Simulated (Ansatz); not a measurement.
Geometry optimisation in Ansatz: input, command and trajectory.

```yaml
crystal:
  lattice:
    - [0.0, 4.8747017141, 6.5402669797]
    - [2.8687029254, 0.0, 6.5402669797]
    - [2.8687029254, 4.8747017141, 0.0]
  atoms:
    - { symbol: Rb, position: [0.6629686473, 0.6629686473, 0.3370313527] }
    - { symbol: Rb, position: [0.3370313527, 0.3370313527, 0.6629686473] }
    - { symbol: Ni, position: [0.0, 0.0, 0.0] }
    - { symbol: Ni, position: [0.0, 0.0, 0.5] }
    - { symbol: Ni, position: [0.5, 0.5, 0.0] }
    - { symbol: S, position: [0.0592529154, 0.7236691761, 0.2763308239] }
    - { symbol: S, position: [0.2763308239, 0.9407470846, 0.0592529154] }
    - { symbol: S, position: [0.7236691761, 0.0592529154, 0.9407470846] }
    - { symbol: S, position: [0.9407470846, 0.2763308239, 0.7236691761] }
basis:
  ecutwfc: 500
kpoints:
  mp_grid: { grid: [6, 6, 6] }
hamiltonian:
  xc: r2scan
scf:
  occupations: { method: gaussian, width: 0.02 }
output:
  forces: true
  stress: true
  eigenvalues: true
relax:
  adjacent_minimum: "off"
  f_tol: 0.01
  max_steps: 30
  cell: { stress_tol: 0.1, fix: [volume] }
```

```bash
ansatz run input.yaml --threads 2 --pin off --max-ram 5120MiB --backend cpu --events-out ev --progress --plain --runs-dir out
```

Level of theory: DFT r2SCAN, scalar-relativistic, plane waves, PAW in Ansatz 0.2.0.

The volume is held at 0.91 times that of the relaxed cell.

Of 4 frames 3 are shown, positions in Å and forces in eV/Å; the SCF threshold varies from step to step. Steps run on the plane waves of an earlier cell, with a Pulay correction in the pressure. The basis is chosen afresh for the last frame, the zero of the energies, and at times for earlier ones too; energy and pressure can step there, also at an unchanged geometry. Where two frames share a geometry here, they differ by under 2 meV/atom and 0.3 GPa. Spin polarisation was left out; whether the Ni atoms would carry moments isn't shown by this run.

```xyz
9
Lattice="0.0000 4.8747 6.5403 2.8687 0.0000 6.5403 2.8687 4.8747 0.0000" Properties=species:S:1:pos:R:3:forces:R:3 pbc="T T T" step=1 free_energy_over_end_meV_per_atom=2.88 pressure_GPa=4.63
Rb    2.8687    4.8747    8.6720    0.0000    0.0000    0.0258
Rb    2.8687    4.8747    4.4085    0.0000    0.0000   -0.0258
Ni    0.0000    0.0000    0.0000    0.0000    0.0000    0.0000
Ni    1.4344    2.4374    0.0000    0.0000    0.0000    0.0000
Ni    1.4344    2.4374    6.5403    0.0000    0.0000    0.0000
S     2.8687    1.6359    5.1205    0.0000    0.0151   -0.4382
S     2.8687    1.6359    7.9600    0.0000    0.0151    0.4382
S     2.8687    8.1135    5.1205    0.0000   -0.0151   -0.4382
S     2.8687    8.1135    7.9600    0.0000   -0.0151    0.4382
9
Lattice="0.0000 4.8910 6.5048 2.8747 0.0000 6.5048 2.8747 4.8910 0.0000" Properties=species:S:1:pos:R:3:forces:R:3 pbc="T T T" step=2 free_energy_over_end_meV_per_atom=0.54 pressure_GPa=3.83
Rb    2.8747    4.8910    8.6275    0.0000    0.0000   -0.0063
Rb    2.8747    4.8910    4.3822    0.0000    0.0000    0.0063
Ni    0.0000    0.0000    0.0000    0.0000    0.0000    0.0000
Ni    1.4374    2.4455    0.0000    0.0000    0.0000    0.0000
Ni    1.4374    2.4455    6.5048    0.0000    0.0000    0.0000
S     2.8747    1.6415    5.0744    0.0000    0.0088   -0.1758
S     2.8747    1.6415    7.9352    0.0000    0.0088    0.1758
S     2.8747    8.1404    5.0744    0.0000   -0.0088   -0.1758
S     2.8747    8.1404    7.9352    0.0000   -0.0088    0.1758
9
Lattice="0.0000 4.9070 6.4723 2.8797 0.0000 6.4723 2.8797 4.9070 0.0000" Properties=species:S:1:pos:R:3:forces:R:3 pbc="T T T" step=4 free_energy_over_end_meV_per_atom=0.00 pressure_GPa=3.28
Rb    2.8797    4.9070    8.5754    0.0000    0.0000   -0.0024
Rb    2.8797    4.9070    4.3692    0.0000    0.0000    0.0024
Ni    0.0000    0.0000    0.0000    0.0000    0.0000    0.0000
Ni    1.4399    2.4535    0.0000    0.0000    0.0000    0.0000
Ni    1.4399    2.4535    6.4723    0.0000    0.0000    0.0000
S     2.8797    1.6470    5.0354    0.0000   -0.0026   -0.0060
S     2.8797    1.6470    7.9091    0.0000   -0.0026    0.0060
S     2.8797    8.1671    5.0354    0.0000    0.0026   -0.0060
S     2.8797    8.1671    7.9091    0.0000    0.0026    0.0060
```

It took 2.8 min on 2 threads of Intel(R) Xeon(R) Processor @ 2.70GHz, with other jobs on the host, peak memory 1.4 GiB.